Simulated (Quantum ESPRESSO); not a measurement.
# Moving one atom in Mg3F2SeS

The results below are calculated, not measured. They come from pw.x of Quantum ESPRESSO 7.5, a plane-wave density functional program, with PseudoDojo standard norm-conserving files (v0.5 for PBE, v0.4.1 for LDA and PBEsol). The cells are made up: elements, strain and atom displacements were drawn at random, and nothing was relaxed. There is no spin polarisation, spin-orbit coupling or dispersion term.

The cell has 8 sites of a wurtzite lattice (rectangular cell). Sites 1 to 4 hold empty Mg Mg Mg; sites 5 to 8 hold F Se F S. Cell vectors in Å: (3.770, 0.033, -0.010); (0.057, 6.313, -0.029); (-0.017, -0.028, 6.090). Settings: PBE, cutoff 1170 eV, 5 x 4 x 4 k mesh shifted by half a step, Fermi-Dirac smearing of 0.025 eV.

Each run shifts the S atom on site 8 along z and leaves all else fixed. Site 4 is one of its nearest neighbours. E is the free energy of the cell above the lowest run shown. The last column is band 34 less band 33 at Gamma, from a band step after each run.

| run | shift (Å) | Fz on site 8 (eV/Å) | Fz on site 4 (eV/Å) | P (GPa) | E (meV) | level step at Gamma (eV) |
| --- | --- | --- | --- | --- | --- | --- |
| 1 | -0.1685 | 2.631 | -1.119 | 8.43 | 194.4 | 2.170 |
| 2 | -0.0518 | 0.703 | 0.344 | 7.75 | 7.1 | 2.163 |
| 4 | 0.0552 | -0.495 | 1.149 | 7.49 | 0.0 | 2.158 |
| 5 | 0.1130 | -0.971 | 1.431 | 7.45 | 42.8 | 2.154 |
| 6 | 0.1384 | -1.148 | 1.528 | 7.46 | 69.8 | 2.152 |
| 7 | 0.1723 | -1.357 | 1.634 | 7.48 | 112.3 | 2.149 |
| 3 | 0.0104 | ? | ? | ? | ? | ? |

A rerun of one of these cells at 1467 eV and k mesh 7 x 6 x 6 moved values by no more than 0.002 eV in the cell's energy, 0.03 GPa in stress and 0.006 eV/Å in force.

## Worked fit

A parabola through the six runs shown gives Fz on site 8 = 0.072 - 11.69 u + 20.4 u² eV/Å, with u in Å and a scatter of 0.026 eV/Å. Minus the slope, 11.69 ± 0.46 eV/Å², is this atom's force constant along z at u = 0, with its periodic images moving too. The fitted force vanishes at u = 0.006 Å, where the energy should be lowest along this line. The error is the larger of the fit's own and the change that a cubic makes, rounded up.

## Withheld run

Question: what Fz on site 8 should run 3 give?

The fit gives -0.047 eV/Å. The calculation gave -0.049 eV/Å.

```
run,shift (Å),Fz on site 8 (eV/Å),Fz on site 4 (eV/Å),P (GPa),E (meV),level step at Gamma (eV)
3,0.0104,-0.049,0.862,7.56,-12.4,2.160
```